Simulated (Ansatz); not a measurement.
Relaxed-ion elastic tensor of SnO$_{2}$ (rutile, P4_2/mnm) in GPa (Voigt order), the program Ansatz at the PBEsol level (PAW); density 6.85 g/cm³, 12.17 Å³ per atom.

```
 229   161   143   0.0   0.0   0.0
 161   229   143   0.0   0.0   0.0
 143   143   404   0.0   0.0   0.0
 0.0   0.0   0.0  89.4   0.0   0.0
 0.0   0.0   0.0   0.0  89.4   0.0
 0.0   0.0   0.0   0.0   0.0   191
```

### Question
Is the crystal mechanically stable?

### Answer
Yes: the smallest eigenvalue of C is 68.5 GPa.

### Question
Work out the Voigt, Reuss and Hill averages.

### Answer
K_V = 195, K_R = 186, K_H = 191; G_V = 102, G_R = 74.8, G_H = 88.2 GPa.

### Question
Give Young's modulus, Poisson's ratio, Pugh's ratio and the universal anisotropy index.

### Answer
E = 9KG/(3K + G) = 229 GPa; ν = 0.30; K/G = 2.16 (ductile by the Pugh limit of 1.75); A_U = 5G_V/G_R + K_V/K_R − 6 = 1.84.

### Question
Estimate the sound speeds and the Debye temperature.

### Answer
v_l = √((K + 4G/3)/ρ) = 6710 m/s, v_t = √(G/ρ) = 3590 m/s, mean 4010 m/s; Θ = (h/k)(3n/4πV)^(1/3) v_m = 519 K.

### Question
Solve the Christoffel equation for the three sound speeds along x, y, z.

### Answer
Eigenvalues of C_ijkl n_j n_l equal ρv². In km/s, slowest first: x 3.61, 5.28, 5.78; y 3.61, 5.28, 5.78; z 3.61, 3.61, 7.67.

### Question
How much does each axis shrink under pressure?

### Answer
Linear compressibilities β_i = Σ_j S_ij (j = 1 to 3): x 2.2, y 2.2, z 0.89 per TPa.

The cell was relaxed with PBEsol under the symmetry of its start. Scalar-relativistic: spin–orbit coupling is off unless named, which matters more the heavier the elements.

Potentials: the earlier of the program's two PAW sets. The files were generated under PBE; for other functionals the program regenerates the frozen cores, and for LDA and PBEsol the local potential too.
